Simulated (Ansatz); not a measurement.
Input file for Ansatz (a quantum-chemistry and plane-wave program):

Ansatz 0.2 input:
```yaml
crystal:
  lattice:
    - [2.8785089082, 0.0, 0.0]
    - [0.0, 2.8785089082, 0.0]
    - [0.0, 0.0, 2.8785089082]
  atoms:
    - { symbol: Ga, position: [0.5, 0.5, 0.5] }
    - { symbol: Ni, position: [0.0, 0.0, 0.0] }
kpoints:
  mp_grid: { grid: [14, 14, 14] }
hamiltonian:
  xc: r2scan
  pseudopotentials: { azcp: { folder: ./paw }, kind: paw }
scf:
  occupations: { method: gaussian, width: 0.1 }
checkpoint: { read: metal.run }
output: { write_density: true, elf: true, volumetric_format: npy }
basis: { fft_grid_basis: typed }
```

Output (shortened):

```
Pseudopotential: Ga, paw, valence charge 13
Pseudopotential: Ni, paw, valence charge 18
Functional definition: r2SCAN
Crystal: 2 atoms, lattice volume = 23.851 Å³
Basis set: ecut = 500 eV, 619 PW (Γ), exchange–correlation on 96×96×96 points (64 copies of the dense FFT grid, shifted against one another)
Bands: 24, of which v1, the nominal top of the filled ones, is band 16 counted from 1 (15 counted from 0)
Symmetry: 48 space group operations
Space group: Pm-3m (ITA 221), of the structure as read, at distance tolerance 2.9e-5 Å
k-points: 120 of 2744
Stability of the state it starts from, as read at its close in the unpolarized treatment …
iter 1 solved again at ethr=2.02e-9 eV; its pass at ethr=3.10e-3 eV (dr2=6.25e-7 eV) is discarded
SCF iter   1: F=—  HF=-9636.285173 eV  |F-HF|=—  |Δ(HF+E_count)|=         —  Δρ=7.60e-7  dr2=9.18e-11  dr2_τ=7.37e-13  ethr=2.02e-9  ⟨swp⟩=4.1  Hψ=22031  notcnv=0
preconditioner: auto → none
SCF iter   2: F=-9636.285173 eV  HF=-9636.285173 eV  |F-HF|=1.30e-9  |Δ(HF+E_count)|=   2.96e-7  Δρ=3.02e-6  dr2=1.42e-9  dr2_τ=3.23e-12  ethr=1.00e-12  ⟨swp⟩=6.0  Hψ=11856  notcnv=0
SCF 1 converged in 2 iterations: F = -9636.285173 eV  dr2 = 1.42e-9
SCF converged after 2 iterations
Free energy (F): -9636.285173 eV
Harris-Foulkes:  -9636.285173 eV  (|F-HF|=1.30e-9)
Internal energy: -9636.281162 eV  (E = F + TS)
E sigma→0 (E₀):  -9636.283168 eV
Entropy (-TS):   -0.004011 eV (-2.006 meV/atom)
Fermi energy:    16.608954 eV
--- Per-component energies (eV) ---
  E_band       = -294.227027
  E_kinetic    = 455.607847
  E_local      = -3925.511677  (includes V_loc(G=0)·N_el)
  E_nonlocal   = -202.135011
  E_hartree    = 2323.340778
  E_xc         = -167.064005
  E_vxc        = -219.749747  (∫ρ·V_xc dr)
  E_paw        = -3682.143995  (= ΣΔE_a)
  E_vpaw       = -1063.263988  (= ΣTr[D̂ρ^β])
  E_aug_tail   = 0.000500  (compensation charges beyond the density's cutoff)
  E_vtau       = 14.140578  (kinetic-family band-sum trace: ∫τ·v_τ [+ j·A + Jᵃ·Aᵃ] dr)
  E_ewald      = -4437.422467
  E_core_change = -0.953133  (= ΣΔE_core)
  E_smearing   = -0.004011  (= −TS)
  E_closure    = 0.000000  (closes the sum)
  Σ components = -9636.285173   (vs F -9636.285173, Δ=0.00e0)
  [band-id]    e_kinetic+e_local+e_nonlocal+2·e_hartree+e_vxc+e_vpaw+e_augmentation_tail+e_vtau = -294.229942   (vs E_band -294.227027, Δ=-2.91e-3)
--- Band table (eV; the first three rows and the last of 120) ---
  k-point 0: bands = ["-90.2756", "-49.1922", "-49.1922", "-49.1922", "0.7562", "0.7562", "1.1204", "1.1204", "1.1204", "3.7480", "13.5416", "13.5416", "15.1470", "15.1470", "15.1470", "21.8606", "21.8606", "21.8606", "27.4177", "27.4177", "29.2947", …
  k-point 1: bands = ["-90.2755", "-49.1935", "-49.1921", "-49.1921", "0.7589", "0.7700", "1.1152", "1.1152", "1.1216", "3.8487", "13.5271", "13.5517", "15.0924", "15.0924", "15.1473", "21.0017", "22.0269", "22.0269", "27.4488", "28.0002", "29.8281", …
  k-point 2: bands = ["-90.2753", "-49.1970", "-49.1919", "-49.1919", "0.7668", "0.8080", "1.1006", "1.1006", "1.1248", "4.1513", "13.4484", "13.5804", "14.9477", "14.9477", "15.1480", "19.3433", "22.5068", "22.5068", "27.5423", "28.5330", "31.7578", …
  k-point 119: bands = ["-90.2711", "-49.2125", "-49.2125", "-49.2125", "0.8424", "0.8424", "0.8424", "1.2833", "1.2833", "12.0994", "12.0994", "12.0994", "15.6287", "15.6287", "17.5853", "20.1708", "20.1708", "20.1708", "20.8515", "20.8515", "20.8515", …
```

Cost: roughly 6 core-seconds on shared cores.

The cell is a constructed one: a structure type filled with these elements; the Crystallography Open Database files this formula in space group No. 221, but the cells were not matched. Its standing as an ambient phase is unchecked. Symmetry was held in the r²SCAN relaxation; its stability against distortions is not shown here. No spin polarisation was allowed. Scalar-relativistic: spin–orbit coupling is off unless named, which matters more the heavier the elements.

Potentials: the earlier of the program's two PAW sets.

Ansatz is a plane-wave DFT program.
